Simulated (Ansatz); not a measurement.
Start of a relaxation of Al3BP2:

```yaml
crystal:
  lattice:
    - [2.59110, 1.49597, 4.17054]
    - [-2.59110, 1.49597, 4.17054]
    - [0.00000, -2.99195, 4.17054]
  atoms:
    - { symbol: Al, position: [0.00000, 0.50000, 0.50000] }
    - { symbol: Al, position: [0.50000, 0.50000, 0.00000] }
    - { symbol: Al, position: [0.50000, 0.00000, 0.50000] }
    - { symbol: B, position: [0.50000, 0.50000, 0.50000] }
    - { symbol: P, position: [0.12356, 0.12356, 0.12356] }
    - { symbol: P, position: [0.87644, 0.87644, 0.87644] }
```

The calculation used DFT PBE, scalar-relativistic, plane waves, PAW in Ansatz. Cutoff 420 eV, Gaussian smearing, Γ-centred meshes. Cell and atoms relax first on a coarse mesh and then on a finer one. In between, the cell is made exact in the group found at 0.06 Å. In metals the finer mesh still leaves noise of several meV/atom or more. The steps can't lower the symmetry of their start. No spin polarisation.

A guess keeps its type if space group and coordination stay and the shape of the cell changes little (axis ratios within about 15 %, angles within 6°); the volume may change.

Problem. Does it keep its structure type, or change into something else?

Solution. It doesn't keep its type. The symmetry stays R-3m (No. 166). The volume per atom shrinks by 5.1 %, from 16.2 to 15.3 Å³. The shortest distance goes from 2.57 Å (Al–B) to 2.15 Å (P–P). The ratio c/a of the conventional cell changes by a factor of 0.55. Counting neighbours within 15 % of an atom's shortest distance, the start has Al 6, B 6, P 16 and the end Al 4, B 6, P 4. In detail, at the end Al has 2 B at 2.26 Å and 2 P at 2.46 Å; B has 6 Al at 2.26 Å; P has 1 P at 2.15 Å and 3 Al at 2.46 Å.

```yaml
crystal:
  lattice:
    - [3.10213, 1.79101, 2.76078]
    - [-3.10213, 1.79101, 2.76078]
    - [0.00000, -3.58203, 2.76078]
  atoms:
    - { symbol: Al, position: [0.00000, 0.50000, 0.50000] }
    - { symbol: Al, position: [0.50000, 0.50000, 0.00000] }
    - { symbol: Al, position: [0.50000, 0.00000, 0.50000] }
    - { symbol: B, position: [0.50000, 0.50000, 0.50000] }
    - { symbol: P, position: [0.12953, 0.12953, 0.12953] }
    - { symbol: P, position: [0.87047, 0.87047, 0.87047] }
```

The last run used a 12×12×12 mesh for its 6-atom cell and Gaussian smearing of 0.10 eV. Symmetry constrained the relaxation, so the result can be a saddle point. Another cell of Al3BP2 relaxed alike, in P1, lies 285 meV/atom lower, so this cell isn't the stable form at this level.
